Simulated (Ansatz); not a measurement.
SiC:
```xyz
2
Lattice="0.0000 2.1782 2.1782 2.1782 0.0000 2.1782 2.1782 2.1782 0.0000" Properties=species:S:1:pos:R:3 pbc="T T T"
C      3.2673     3.2673     3.2673
Si     0.0000     0.0000     0.0000
```

Relaxed with r²SCAN. r²SCAN (plane waves, PAW; program Ansatz) gives a gap of 1.71 eV.

### Question
What gap does HSE06 give on the same cell (Ansatz, PAW)?

### Answer
2.23 eV, 0.51 eV more. The hybrid was solved on a coarser mesh and at special points; its gap is the smallest among all of these.

```csv
k,v1 r²SCAN,c1 r²SCAN,v1 HSE06,c1 HSE06
Γ,0.00,6.82,___,___
X,-3.33,1.71,-3.49,2.23
L,-1.11,5.99,___,___
W,-4.81,5.72,___,___
K,-2.71,3.54,___,___
```

### Question
Top valence (v1) and lowest conduction level (c1) in eV from each method's valence maximum (which need not be a listed point): supply the withheld HSE06 values.

### Answer

- W, v1 HSE06: -5.05
- W, c1 HSE06: 6.33
- Γ, v1 HSE06: 0.00
- Γ, c1 HSE06: 7.53
- K, v1 HSE06: -2.84
- K, c1 HSE06: 4.09
- L, v1 HSE06: -1.15
- L, c1 HSE06: 6.64

Cost on shared cores: the r²SCAN run (SCF on a 11×11×11 mesh, then bands and DOS) roughly 15 core-seconds, the HSE06 run (SCF on 8×8×8, then a few points) about 50 core-seconds (a rough figure); the tasks are unlike.

Space group F-43m (zinc blende). The cell was relaxed with r²SCAN under the symmetry of its start; phonons on a q-mesh show no instability.

Potentials: the later of the program's two PAW sets.
